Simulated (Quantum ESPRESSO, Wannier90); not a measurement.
# MgTe (zinc blende), plane waves to Wannier functions

```xyz
2
Lattice="0.0000 3.2320 3.2320 3.2320 0.0000 3.2320 3.2320 3.2320 0.0000" Properties=species:S:1:pos:R:3 pbc="T T T"
Mg     0.0000     0.0000     0.0000
Te     1.6160     1.6160     1.6160
```

Structure: Materials Project mp-13033, symmetrised, not relaxed again. Not found in the COD (Crystallography Open Database) copy used, which has the formula in other groups; not checked further. Level: PBEsol, no spin polarisation, no spin-orbit coupling; pw.x of Quantum ESPRESSO at 68 Ry with PseudoDojo potentials, 6×6×6 k-points, Wannier90. Density: 8×8×8 mesh, cold smearing 0.01 Ry. Spin-orbit coupling is left out although heavy elements are present.

Functional, cutoff and mesh named above are those of the base row (68); the first column says what each row takes instead. Model: 4 functions from bands 10-13, start SCDM (isolated) (the valence bands). Energies are relative to the valence-band maximum; the misfit is to pw.x on a path, for all bands of the set. Only the plane-wave cutoff changes (density cutoff four times as high). Ω_total can sit in another minimum from row to row; Ω_I of an isolated set cannot.

| ecutwfc (Ry) | Ω_I (Å²) | Ω_total (Å²) | rms misfit (meV) | gap (eV) | ΔE to highest cutoff (meV/atom) | plane waves a k-point, about (cost) |
|---|---|---|---|---|---|---|
| 34 | 7.33 | 8.32 | 11 | 1.913 | 40362.4 | 1500 |
| 42 | 7.28 | 8.27 | 9.1 | 2.150 | 12249.9 | 2100 |
| 51 | … | 8.24 | 8.5 | … | … | 2800 |
| 68 | 7.24 | 8.23 | 8.3 | 2.287 | 42.2 | 4300 |
| 84 | 7.24 | 8.23 | 8.3 | 2.289 | 0.6 | 5900 |
| 105 | 7.24 | 8.23 | 8.3 | 2.289 | 0.0 | 8300 |

Q: What belongs in the gaps?

A: 
- 51, Ω_I (Å²): 7.25
- 51, gap (eV): 2.251
- 51, ΔE to highest cutoff (meV/atom): 2420.9
